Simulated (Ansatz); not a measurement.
**Li: an elastic constant from a strain scan**

Level of theory: DFT PBEsol, scalar-relativistic, plane waves, PAW in Ansatz 0.2.0. The runs took a 420 eV cutoff, a Γ-centred 18×18×10 mesh and Gaussian smearing (0.15 eV). No spin polarisation. Energies are free energies at this smearing, counted from the undisturbed cell; pressure is positive in compression.

The undisturbed cell (as given, not relaxed at this level; it stands at -0.7 GPa; this form isn't the usual structure):

```
CELL_PARAMETERS angstrom
3.11100 0.00000 0.00000
-1.55550 2.69421 0.00000
0.00000 0.00000 5.09300
ATOMIC_POSITIONS crystal
Li 0.33333 0.66667 0.25000
Li 0.66667 0.33333 0.75000
```

The cell is strained by ε times the Voigt pattern (1, 1, 0, 0, 0, 0) (xx, yy, zz, yz, xz, xy; engineering shear) with fractional coordinates fixed. The cell holds 2 atoms in V0 = 42.69 Å³. The stress column is τ = (1/V0) dE/dε, got from the stress tensor σ (compression positive) at each point as −det(1 + εP) σ : P(1 + εP)⁻¹, with P the pattern as a tensor.

```
      ε  ΔE (meV/atom)  τ (GPa)
-0.0600          5.783   -3.169
-0.0450          0.813   -1.832
-0.0300         -1.638   -0.643
-0.0150         -1.835    0.428
 0.0000          0.000    1.392
 0.0150          3.662    2.256
 0.0300          8.955    3.028
 0.0450         15.713    3.725
 0.0525         19.598    4.051
 0.0600              ?        ?
```

Which combination of elastic constants does this scan measure, and how large is it?

For small ε, τ = τ0 + Kε with K = pᵀCp, which for this pattern is C11 + C22 + 2 C12 in the Cartesian frame shown. The parabola through τ at ε = -0.0150, 0 and 0.0150 has slope K = 61 GPa at zero. The energies per cell, E = NΔE, of the same two points give K = 2[E(ε₊)/ε₊ − E(ε₋)/ε₋]/[(ε₊ − ε₋)V0] = 61 GPa, in agreement.

Predict the withheld row at ε = 0.0600 from the harmonic law, and compare.

ΔE = V0(τ0 ε + Kε²/2)/N = 25.745 meV/atom and τ = 5.05 GPa. The calculation gives 23.804 meV/atom and 4.37 GPa: the energy lies 8 % below the harmonic value, as bonds soften when stretched.

In a metal these slopes depend on the k mesh and the smearing.